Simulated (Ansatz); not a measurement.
All numbers below come from DFT PBE, scalar-relativistic, plane waves, PAW in Ansatz. Plane waves to 420 eV, an 8×4×6 mesh through Γ for the 8-atom cell and 0.02 eV Gaussian smearing; no spin polarisation.

The zero of energy is the elements' standard structures at the same level; no fitted shifts are applied.

Q: Give a relaxed trial structure of an orthorhombic semiconductor with formula Al3BAs4, with a gap near 0.9 eV, a formation energy near −0.25 eV/atom and about 21 Å³ per atom, in a cell of 8 atoms.

A: Al3BAs4, space group Pmm2 (No. 25). Al on a site of symmetry mm2 has 4 As at 2.44–2.52 Å; Al on a site of symmetry m has 4 As at 2.44–2.47 Å; B is surrounded by 2 As at 2.12 Å and 2 As at 2.25 Å; As on a site of symmetry m has 1 B at 2.12 Å and 3 Al at 2.45–2.52 Å; 2 more sites not described.

```
Al B As
1.0
     3.85996    0.00000    0.00000
     0.00000    7.79693    0.00000
     0.00000    0.00000    5.55557
Al B As
3 1 4
Direct
  0.00000 0.00000 0.99615
  0.50000 0.73156 0.50150
  0.50000 0.26844 0.50150
  0.00000 0.50000 0.01076
  0.00000 0.27735 0.22938
  0.00000 0.72265 0.22938
  0.50000 0.00000 0.72760
  0.50000 0.50000 0.80373
```

| Item | Value |
| --- | --- |
| Volume per atom | 20.90 Å³ |
| Density | 3.89 g/cm³ |
| Energy over the elements | −0.254 eV/atom |
| Gap on the 8×4×6 mesh of the 8-atom cell | 0.87 eV |

The structure comes from a generated guess, relaxed at this level; another structure or a mixture of phases may lie lower. Other answers may fit too; this one was computed.

Kohn–Sham gaps at this level usually fall short of measured ones. The reference form of As is held partly by dispersion forces, which this level lacks. Symmetry constrained the relaxation, so the result can be a saddle point. Another cell of Al3BAs4 relaxed alike, in I-42m, lies 27 meV/atom lower, so this cell isn't the stable form at this level.
